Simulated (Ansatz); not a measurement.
Ru (hcp, Mg type)

```
Ru
1.0
    2.72216     0.00000     0.00000
   -1.36108     2.35746     0.00000
    0.00000     0.00000     4.29083
Ru
2
Direct
  0.33333   0.66667   0.75000
  0.66667   0.33333   0.25000
```

Two coordinates are scanned: the volume, and the ratio of the stretch along z (the conventional c axis) to the stretch across it. Atoms keep their fractional coordinates.

Method: PBE (plane waves to 420 eV, PAW, scalar-relativistic; Ansatz, an electronic-structure program). k mesh 20×20×11 (Γ-centred), Fermi-Dirac smearing 0.05 eV. Compression counts positive. With partly filled bands, the response to shear is sensitive to the k mesh, so small differences along c/a are uncertain. Ru is run without spin polarisation. Ru was relaxed with its symmetry unable to fall. The last digit holds for this mesh only.

Changes of P (GPa) from the point V/V₀ = 1.000, (c/a)/(c/a)₀ = 1.000 when one coordinate moves alone (two changes are said to add if the coupling is within 5 % of the smaller one, nearly so within 20 %):

```csv
point,change
"V/V₀ = 1.000, (c/a)/(c/a)₀ = 0.880",7.21
"V/V₀ = 1.000, (c/a)/(c/a)₀ = 0.920",3.59
"V/V₀ = 1.000, (c/a)/(c/a)₀ = 0.960",1.18
"V/V₀ = 0.960, (c/a)/(c/a)₀ = 1.000",14.08
"V/V₀ = 0.973, (c/a)/(c/a)₀ = 1.000",9.02
"V/V₀ = 0.987, (c/a)/(c/a)₀ = 1.000",4.33
"V/V₀ = 1.013, (c/a)/(c/a)₀ = 1.000",-4.00
"V/V₀ = 1.027, (c/a)/(c/a)₀ = 1.000",-7.71
"V/V₀ = 1.040, (c/a)/(c/a)₀ = 1.000",-11.13
"V/V₀ = 1.000, (c/a)/(c/a)₀ = 1.040",0.04
"V/V₀ = 1.000, (c/a)/(c/a)₀ = 1.080",1.23
"V/V₀ = 1.000, (c/a)/(c/a)₀ = 1.120",3.50
```

Problem. What is the change at V/V₀ = 0.960, (c/a)/(c/a)₀ = 0.960, where both move, and how far is it from the sum?

Solution. The sum of the single changes is 14.08 + (1.18) = 15.26; the calculation gives 15.41, so the coupling contributes 0.15 (under 20 % of the smaller single change, nearly additive).

Problem. Do the two effects add at V/V₀ = 0.960, (c/a)/(c/a)₀ = 0.880? Give the computed change.

Solution. The sum of the single changes is 14.08 + (7.21) = 21.29; the calculation gives 22.09, so the coupling contributes 0.80 (under 20 % of the smaller single change, nearly additive).

(A scan under strain: stresses follow from slopes of the energy per volume, elastic moduli from its curvatures.)
